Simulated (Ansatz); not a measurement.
Space group P4/mmm (No. 123). a = 2.876 Å, b = 2.876 Å, c = 3.488 Å, α = 90.00°, β = 90.00°, γ = 90.00°
```tsv
atom	site	symmetry	x	y	z
Mn	1a	4/mmm	0.0000	0.0000	0.0000
Pt	1d	4/mmm	0.5000	0.5000	0.5000
```

Equation of state of this MnPt structure (not necessarily the ground state), with shape and atoms relaxed at each volume where symmetry leaves them free. It has no gap at any of these volumes. Level of theory: DFT PBEsol, scalar-relativistic, plane waves, PAW in Ansatz.

Settings: cutoff 420 eV, Γ-centred mesh 14×14×12 on the computed 2-atom cell, Gaussian smearing of 0.10 eV; collinear spin.

| V (Å³/atom) | E − E(largest V) (meV/atom) | P (GPa) |
| --- | --- | --- |
| 12.695 | 27.70 | 10.87 |
| 13.127 | -0.90 | 15.92 |
| 13.560 | -37.49 | 11.06 |
| 13.993 | -60.68 | 5.54 |
| 14.426 | -68.43 | 0.02 |
| 14.859 | -62.15 | -4.93 |
| 15.291 | -42.92 | -9.39 |
| 15.868 | 0.00 | -14.34 |

Problem. Does one Birch–Murnaghan curve describe these points?

Solution. Not well: the fit leaves 2.57 meV/atom rms, which suggests a change of structure or state along the series.

Spin-orbit coupling is left out, which matters for the bands of heavy elements. Only parallel moments were tried here.